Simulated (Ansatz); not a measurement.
Co2SiB2:
Space group Cmmm (No. 65); a = 3.0062 Å, b = 10.4643 Å, c = 2.7339 Å, α = 90.00°, β = 90.00°, γ = 90.00°

```tsv
atom	site	symmetry	x	y	z
Si	2a	mmm	0.0000	0.0000	0.0000
Co	4j	m2m	0.5000	0.1361	0.5000
B	4i	m2m	0.0000	0.2064	0.0000
```
(The calculation used a cell of 5 atoms; values per cell refer to that cell.)

This is the PBE-relaxed structure.

Task: All from PBE (plane waves, PAW; program Ansatz), unless another level is named. Estimate the electronic character.

Result: metallic (no gap).

Task: And the formation energy from the elements (no fitted shifts)?

Result: -0.16 eV/atom.

Task: Next, the density of states at the Fermi level?

Result: 0.52 states/eV per atom (mean over ±0.08 eV).

The start of the workflow was typed in or built on a structure type; neither database checked (COD, Materials Project) lists it. Whether it is the stable phase at ambient conditions was not checked. The PBE relaxation kept the symmetry of its start; its stability against distortions is not shown here. The workflow began spin-polarised and lost its moments. The references are the lowest solids computed at this level, not always the standard phases.

Potentials: the later of the program's two PAW sets.
